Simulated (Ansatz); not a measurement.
K₂PtC₂:
```
K2PtC2
1.0
    5.09782     0.00000     0.00000
   -2.54891     4.41484     0.00000
    0.00000     0.00000     5.19088
K Pt C
2 1 2
Direct
  0.33333   0.66667   0.77455
  0.66667   0.33333   0.22545
  0.00000   0.00000   0.50000
  0.00000   0.00000   0.87734
  0.00000   0.00000   0.12266
```

Relaxed with PBEsol.

**Question.** Map the valence electron density (e/Å³), cut off at 2 on the plane through (0.333, 0.667, 0.775) spanned by u = [0, 0, 1] and v = [1, -1, 0] in lattice vectors, from DFT-PBEsol in the program Ansatz with PAW potentials.

**Answer.** x is the fraction of u, y of v (the angle between them is 90°; rows are the nearest grid lines); atoms in the plane: K at (0.00, 0.00), K at (0.45, 0.33), Pt at (0.73, 0.67), C at (0.10, 0.67), C at (0.35, 0.67).
```
|999952000000000000000259999|
|999731000000000000000137999|
|986310000000000000000013689|
|110000000000000000000000011|
|000000000000000000000000000|
|111111111111111123454321111|
|223333333332222359999842222|
|687799998787644999999997446|
|798899999899755999999998557|
|344444444444323499999983223|
|122222222222111247999632111|
|000000000000000011111100000|
|000000000000000000000000000|
|000000001235543100000000000|
|000000012599997310000000000|
|000000026999999941000000000|
|000000025999999831000000000|
|000000001357764210000000000|
|000000000112221000000000000|
|000000000000000000000000000|
|110000000000000000000000011|
|996310000000000000000013699|
|999731000000000000000137999|
|999952000000000000000259999|
```
Scale: ten equal steps from 0.006 (start of '0') to 2.00 (end of '9'), in the order '0123456789'; x runs from 0.000 to 1.00, y from 0.000 (bottom) to 1.00 (top).

The density is the valence pseudo-density with augmentation charge, so density and ELF within about 1 Å of a nucleus are not all-electron values.

Space group P-3m1. The first step of the workflow began from a Materials Project structure, measured or hypothetical; the Crystallography Open Database copy checked does not list it. Its standing as an ambient phase is unchecked. The PBEsol relaxation kept the symmetry of its start; whether a distortion lowers the energy is not shown. No spin polarisation was allowed. Scalar-relativistic: spin–orbit coupling is off unless named, which matters more the heavier the elements.

Potentials: the later of the program's two PAW sets.
